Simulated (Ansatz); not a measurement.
Relaxed candidate structures of CuAu:

A. R-3m, hexagonal axes (No. 166), hR2; a = 2.817 Å, b = 2.817 Å, c = 12.658 Å, α = 90.00°, β = 90.00°, γ = 120.00°; Au 3a (0.000, 0.000, 0.000); Cu 3b (0.000, 0.000, 0.500)

B. I4₁/amd, origin choice 1 (No. 141), tI8; a = b = 3.783 Å, c = 8.007 Å, α = β = γ = 90.00°; Au 4a (0.000, 0.000, 0.000); Cu 4b (0.000, 0.000, 0.500)

C. P4/mmm (No. 123), tP2; a = b = 2.8219 Å, c = 3.5706 Å, α = β = γ = 90.00°; Cu 1a (0.000, 0.000, 0.000); Au 1d (0.500, 0.500, 0.500)

D. F-43m (No. 216), cF8, zinc blende type; a = b = c = 5.605 Å, α = β = γ = 90.00°; Au 4c (0.250, 0.250, 0.250); Cu 4a (0.000, 0.000, 0.000)

Question: Put the candidates in order of energy per atom, lowest first, for PBEsol (plane waves to 420 eV, PAW, scalar-relativistic; Ansatz, a program for electronic structure).

Answer: C (reference, the lowest among the structures calculated here), B (+0.02 eV/atom), A (+0.08 eV/atom), D (+0.93 eV/atom)

Each run could gain symmetry but not lose that of its start, so entries can be saddle points. From databases, or of a type measured for this composition: P4/mmm, tP2; the others are generated cells (placed on structure types, drawn at random, substituted or restacked) that were not matched to a known phase here. Energies are at zero temperature and pressure, without zero-point motion. No spin polarisation in the result.
